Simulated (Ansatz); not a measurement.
Nb₃Sn:
```yaml
crystal:
  lattice:
    - [5.31909, 0.00000, 0.00000]
    - [0.00000, 5.31909, 0.00000]
    - [0.00000, 0.00000, 5.31909]
  atoms:
    - { symbol: Nb, position: [0.25000, 0.00000, 0.50000] }
    - { symbol: Nb, position: [0.75000, 0.00000, 0.50000] }
    - { symbol: Nb, position: [0.50000, 0.75000, 0.00000] }
    - { symbol: Nb, position: [0.50000, 0.25000, 0.00000] }
    - { symbol: Nb, position: [0.00000, 0.50000, 0.75000] }
    - { symbol: Nb, position: [0.00000, 0.50000, 0.25000] }
    - { symbol: Sn, position: [0.00000, 0.00000, 0.00000] }
    - { symbol: Sn, position: [0.50000, 0.50000, 0.50000] }
```

Relaxed with PBE. Special points in fractions of this cell's reciprocal vectors: Γ (0.000, 0.000, 0.000); X (0.000, 0.500, 0.000); M (0.500, 0.500, 0.000); R (0.500, 0.500, 0.500).

List the band energies nearest the Fermi level at these points for the program Ansatz at the PBE level (PAW).

In eV from the Fermi level; about four levels below and three above (degenerate sets whole), none deeper than 8.9 eV; points with the same levels are listed once.

```csv
k,below,above
Γ,-0.53 -0.53 -0.53 -0.06 -0.06,2.34 2.34 2.34
X,-0.81 -0.81 -0.38 -0.38,1.48 1.48 2.15 2.15
M,-2.11 -1.80 -1.51 -0.86,0.09 0.09 0.18
R,-1.35 -1.35 -1.35 -1.35 -1.35 -1.35,0.05 0.05 0.05 0.05
```

Space group Pm-3n (A15 (Cr3Si type)). Symmetry was held in the PBE relaxation. The run is not spin-polarised. Spin–orbit coupling is left out wherever it is not named.

Potentials: the later of the program's two PAW sets.
